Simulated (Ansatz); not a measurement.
A relaxation computed with Ansatz, from input to last step.

```yaml
crystal:
  lattice:
    - [2.8513928384, 1.6462524228, 4.9987344028]
    - [-2.8513928384, 1.6462524228, 4.9987344028]
    - [0.0, -3.2925048457, 4.9987344028]
  atoms:
    - { symbol: Li, position: [0.4999907005, 0.7253184469, 0.1182894713] }
    - { symbol: Li, position: [0.2304349797, 0.9315302647, 0.4918261918] }
    - { symbol: Li, position: [0.9315302647, 0.4918261918, 0.2304349797] }
    - { symbol: Li, position: [0.6489405079, 0.6489405079, 0.6489405079] }
    - { symbol: Li, position: [0.1182894713, 0.4999907005, 0.7253184469] }
    - { symbol: Li, position: [0.7253184469, 0.1182894713, 0.4999907005] }
    - { symbol: Li, position: [0.4918261918, 0.2304349797, 0.9315302647] }
    - { symbol: Nb, position: [0.001995437, 0.001995437, 0.001995437] }
    - { symbol: O, position: [0.6458188763, 0.8826762835, 0.2294267628] }
    - { symbol: O, position: [0.0725652612, 0.8006847675, 0.371420049] }
    - { symbol: O, position: [0.8006847675, 0.371420049, 0.0725652612] }
    - { symbol: O, position: [0.2294267628, 0.6458188763, 0.8826762835] }
    - { symbol: O, position: [0.8826762835, 0.2294267628, 0.6458188763] }
    - { symbol: O, position: [0.371420049, 0.0725652612, 0.8006847675] }
basis:
  ecutwfc: 500
kpoints:
  mp_grid: { grid: [6, 6, 6] }
hamiltonian:
  xc: r2scan
scf:
  occupations: { method: gaussian, width: 0.02 }
output:
  forces: true
  stress: true
  eigenvalues: true
relax:
  adjacent_minimum: "off"
  f_tol: 0.01
  max_steps: 30
  cell: { stress_tol: 0.1, fix: [volume] }
```

```bash
ansatz run input.yaml --threads 4 --pin off --max-ram 10240MiB --backend cpu --events-out ev --progress --plain --runs-dir out
```

The calculation used Ansatz, DFT r2SCAN, scalar-relativistic, plane waves, PAW.

The volume is held at 1.1 times that of the relaxed cell.

Of 6 frames 5 are shown, positions in Å and forces in eV/Å; the SCF threshold varies from step to step. Steps run on the plane waves of an earlier cell, with a Pulay correction in the pressure. The basis is chosen afresh for the last frame, the zero of the energies, and at times for earlier ones too; energy and pressure step there, also at an unchanged geometry.

```xyz
14
Lattice="2.8514 1.6463 4.9987 -2.8514 1.6463 4.9987 0.0000 -3.2925 4.9987" Properties=species:S:1:pos:R:3:forces:R:3 pbc="T T T" step=1 free_energy_over_end_meV_per_atom=1.56 pressure_GPa=-9.06
Li   -0.6425    1.6277    6.7163   -0.0141    0.0208   -0.0249
Li   -1.9991    0.2935    8.2669   -0.0136   -0.0408    0.0185
Li    1.2538    1.5845    8.2669   -0.0286    0.0322    0.0185
Li    0.0000    0.0000    9.7316    0.0000    0.0000   -0.0369
Li   -1.0884   -1.3703    6.7163   -0.0109   -0.0226   -0.0249
Li    1.7309   -0.2574    6.7163    0.0250    0.0019   -0.0249
Li    0.7453   -1.8780    8.2669    0.0421    0.0087    0.0185
Nb    0.0000    0.0000    0.0299    0.0000    0.0000    0.1454
O    -0.6754    1.7609    8.7874    0.1489    0.2601    0.1785
O    -2.0762    0.2147    6.2218   -0.1925    0.3181   -0.2081
O     1.2240    1.6907    6.2218    0.3718    0.0076   -0.2081
O    -1.1873   -1.4653    8.7874   -0.2997   -0.0011    0.1785
O     1.8627   -0.2956    8.7874    0.1508   -0.2590    0.1785
O     0.8522   -1.9053    6.2218   -0.1793   -0.3258   -0.2081
14
Lattice="2.8510 1.6460 5.0001 -2.8510 1.6460 5.0001 0.0000 -3.2921 5.0001" Properties=species:S:1:pos:R:3:forces:R:3 pbc="T T T" step=2 free_energy_over_end_meV_per_atom=0.31 pressure_GPa=-7.95
Li   -0.6329    1.6315    6.7163   -0.0421    0.0239   -0.0293
Li   -1.9974    0.2993    8.2710   -0.0329   -0.0562    0.0164
Li    1.2579    1.5802    8.2710   -0.0323    0.0566    0.0164
Li    0.0000    0.0000    9.7257    0.0000    0.0000   -0.0338
Li   -1.0965   -1.3638    6.7163    0.0004   -0.0484   -0.0293
Li    1.7293   -0.2677    6.7163    0.0417    0.0245   -0.0293
Li    0.7395   -1.8795    8.2710    0.0652   -0.0004    0.0164
Nb    0.0000    0.0000    0.0312    0.0000    0.0000    0.0668
O    -0.6672    1.7739    8.7941    0.0363   -0.0269    0.0332
O    -2.0834    0.2299    6.2215   -0.0065   -0.0113   -0.0312
O     1.2408    1.6894    6.2215   -0.0066    0.0113   -0.0312
O    -1.2027   -1.4647    8.7941    0.0051    0.0448    0.0332
O     1.8698   -0.3092    8.7941   -0.0414   -0.0180    0.0332
O     0.8426   -1.9192    6.2215    0.0131    0.0000   -0.0312
14
Lattice="2.8541 1.6478 4.9893 -2.8541 1.6478 4.9893 0.0000 -3.2956 4.9893" Properties=species:S:1:pos:R:3:forces:R:3 pbc="T T T" step=3 free_energy_over_end_meV_per_atom=0.12 pressure_GPa=-7.85
Li   -0.6378    1.6356    6.6976   -0.0141    0.0029   -0.0142
Li   -2.0030    0.2938    8.2564   -0.0174   -0.0324    0.0082
Li    1.2559    1.5878    8.2564   -0.0194    0.0313    0.0082
Li    0.0000    0.0000    9.7013    0.0000    0.0000   -0.0335
Li   -1.0975   -1.3702    6.6976    0.0045   -0.0136   -0.0142
Li    1.7354   -0.2654    6.6976    0.0096    0.0107   -0.0142
Li    0.7471   -1.8815    8.2564    0.0368    0.0011    0.0082
Nb    0.0000    0.0000    0.0338    0.0000    0.0000    0.0271
O    -0.6659    1.7739    8.7798    0.0187   -0.0065   -0.0163
O    -2.0849    0.2278    6.2048   -0.0102    0.0079    0.0245
O     1.2397    1.6917    6.2048    0.0120    0.0049    0.0245
O    -1.2033   -1.4637    8.7798   -0.0037    0.0195   -0.0163
O     1.8692   -0.3103    8.7798   -0.0150   -0.0130   -0.0163
O     0.8452   -1.9195    6.2048   -0.0018   -0.0128    0.0245
14
Lattice="2.8551 1.6484 4.9857 -2.8551 1.6484 4.9857 0.0000 -3.2968 4.9857" Properties=species:S:1:pos:R:3:forces:R:3 pbc="T T T" step=4 free_energy_over_end_meV_per_atom=0.07 pressure_GPa=-7.84
Li   -0.6351    1.6332    6.6910   -0.0087    0.0127    0.0028
Li   -2.0167    0.2918    8.2529    0.0153   -0.0323   -0.0144
Li    1.2610    1.6006    8.2529   -0.0357    0.0029   -0.0144
Li    0.0000    0.0000    9.6657    0.0000    0.0000   -0.0021
Li   -1.0968   -1.3666    6.6910   -0.0067   -0.0139    0.0028
Li    1.7319   -0.2666    6.6910    0.0153    0.0011    0.0028
Li    0.7557   -1.8924    8.2529    0.0204    0.0294   -0.0144
Nb    0.0000    0.0000    0.0400    0.0000    0.0000    0.0275
O    -0.6594    1.7705    8.7725   -0.0024    0.0369    0.0290
O    -2.0874    0.2300    6.2077   -0.0003    0.0332   -0.0259
O     1.2429    1.6927    6.2077    0.0289   -0.0164   -0.0259
O    -1.2035   -1.4563    8.7725   -0.0307   -0.0205    0.0290
O     1.8630   -0.3141    8.7725    0.0331   -0.0164    0.0290
O     0.8445   -1.9228    6.2077   -0.0286   -0.0168   -0.0259
14
Lattice="2.8539 1.6477 4.9900 -2.8539 1.6477 4.9900 0.0000 -3.2954 4.9900" Properties=species:S:1:pos:R:3:forces:R:3 pbc="T T T" step=6 free_energy_over_end_meV_per_atom=0.00 pressure_GPa=-7.72
Li   -0.6383    1.6355    6.6966   -0.0001   -0.0007    0.0013
Li   -2.0119    0.2855    8.2586   -0.0013   -0.0029   -0.0089
Li    1.2532    1.5996    8.2586   -0.0018    0.0025   -0.0089
Li    0.0000    0.0000    9.6774    0.0000    0.0000   -0.0012
Li   -1.0972   -1.3705    6.6966    0.0007    0.0003    0.0013
Li    1.7355   -0.2649    6.6966   -0.0006    0.0004    0.0013
Li    0.7587   -1.8851    8.2586    0.0031    0.0003   -0.0089
Nb    0.0000    0.0000    0.0408    0.0000    0.0000    0.0040
O    -0.6610    1.7727    8.7816    0.0001   -0.0026    0.0100
O    -2.0852    0.2299    6.2119    0.0015    0.0074   -0.0032
O     1.2417    1.6908    6.2119    0.0057   -0.0050   -0.0032
O    -1.2048   -1.4588    8.7816    0.0022    0.0014    0.0100
O     1.8657   -0.3140    8.7816   -0.0023    0.0012    0.0100
O     0.8434   -1.9208    6.2119   -0.0072   -0.0024   -0.0032
```

Time: 2.9 min on 4 threads of Intel(R) Xeon(R) Processor @ 2.50GHz (Skylake/Cascade Lake) (shared host), peak memory 0.97 GiB.